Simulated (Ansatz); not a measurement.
MgS (rock salt)

```
MgS
1.0
    0.00000     2.60157     2.60157
    2.60157     0.00000     2.60157
    2.60157     2.60157     0.00000
S Mg
1 1
Cartesian
  0.00000   0.00000   0.00000
  2.60157   2.60157   2.60157
```

Scan: atom 2 (Mg, nearest neighbour S at 2.602 Å; its periodic images, 3.7 Å or more away, move with it) is displaced along Cartesian x, direction (1.000, 0.000, 0.000) in Cartesian axes, by s. The other atoms stay.

These are r2SCAN (plane waves to 500 eV, PAW, scalar-relativistic; Ansatz, an electronic-structure program) values and carry that method's errors. k mesh 9×9×9 (Γ-centred), Fermi-Dirac smearing 0.05 eV. The energy includes the smearing's −TS. MgS was relaxed with its symmetry unable to fall. ΔE is measured from the undisplaced structure.

| s (Å) | ΔE (meV/cell) |
|---|---|
| -0.260 | 116.5 |
| -0.208 | 69.8 |
| -0.156 | 37.3 |
| -0.104 | 15.9 |
| -0.052 | 3.9 |
| 0.000 | 0.0 |
| 0.052 | 3.9 |
| 0.104 | 15.9 |
| 0.156 | 37.3 |
| 0.208 | 69.8 |
| 0.260 | 116.5 |

Q: What force constant k = d²E/ds² at s = 0 does the table give?

A: 2.8 eV/Å². It is the second difference of the nearest points, corrected with the next pair.

Q: With k = 2.85 eV/Å² from the forces, is the well harmonic out to s = 0.260 Å?

A: ½ks² = 96.3 meV/cell against the computed 116.5 meV/cell, so the well is stiffer than harmonic there.

(For displaced atoms, the force is minus the slope of the energy, and its curvature is a force constant, which sets phonon frequencies.)
